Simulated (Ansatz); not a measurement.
All numbers below come from DFT PBE, scalar-relativistic, plane waves, PAW (Ansatz). The final run on the 7-atom cell used 420 eV, a Γ-centred 6×6×6 mesh, 0.02 eV smearing and no spin polarisation.

The zero of energy is the elements' standard structures at the same level (O₂ as a molecule); no fitted shifts are applied.

Question: Propose a candidate for a cubic narrow-gap semiconductor made of O and Sr, with a gap near 0.4 eV, a formation energy near −2.17 eV/atom and about 27 Å³ per atom, in a cell of 7 atoms. Its symmetry should be P-43m (No. 215).

Answer: Sr4O3, space group P-43m (No. 215). Sr has 3 O at 2.44 Å; O is surrounded by 4 Sr at 2.44 Å.

```cif
data_structure
_symmetry_space_group_name_H-M 'P-43m'
_symmetry_Int_Tables_number 215
_cell_length_a 5.7208
_cell_length_b 5.7208
_cell_length_c 5.7208
_cell_angle_alpha 90.000
_cell_angle_beta 90.000
_cell_angle_gamma 90.000
_cell_volume 187.23
loop_
_atom_site_label
_atom_site_type_symbol
_atom_site_symmetry_multiplicity
_atom_site_Wyckoff_symbol
_atom_site_fract_x
_atom_site_fract_y
_atom_site_fract_z
_atom_site_occupancy
Sr1 Sr 4 e 0.76315 0.76315 0.76315 1
O1 O 3 d 0.00000 0.00000 0.50000 1
```

The volume per atom is 26.75 Å³. The density is 3.53 g/cm³ and the formation energy is −2.174 eV/atom. The gap on the 6×6×6 mesh of the 7-atom cell is 0.42 eV.

The cell was found from a structure generator's guess, not taken from experiment. Other answers may fit too; this one was computed.

Kohn–Sham gaps at this level usually fall short of measured ones. A later test with randomly moved atoms came back to the same energy, though modes that don't fit the test's cell weren't probed.
